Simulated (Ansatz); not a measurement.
A geometry of MgF2 away from equilibrium: step 13 of the relaxation of a randomly generated symmetric cell of MgF2 (space group No. 102). Computed with PBE (plane waves to 420 eV, PAW, scalar-relativistic; Ansatz, an electronic-structure program). Γ-centred k-mesh 7×7×4 on the run's cell (coarser than for final values), Fermi–Dirac smearing 0.05 eV.

```
CELL_PARAMETERS angstrom
      3.74356     0.00000     0.00000
      0.00000     3.74356     0.00000
      0.00000     0.00000     5.30723
ATOMIC_POSITIONS crystal
  F  0.25000 0.25000 0.92769
  F  0.75000 0.75000 0.92769
  F  0.25000 0.75000 0.42769
  F  0.75000 0.25000 0.42769
  Mg 0.00000 0.00000 0.17769
  Mg 0.50000 0.50000 0.67769
```

Question: Which atoms carry the largest force, and which way does it point?

Answer: No atom: all forces are below 0.005 eV/Å; only the cell is out of equilibrium.

Question: What is the pressure?

Answer: +6.0 GPa, compression positive.

No spin polarisation in the result.

The run could not lose the symmetry of its start, so the end can be a saddle point.

The end of the path is a generated cell of MgF2: the first start was made by a random draw of sites in a space group, and the end was not matched to a known phase here, so it may be hypothetical. Known forms of MgF2 include space group No. 136.
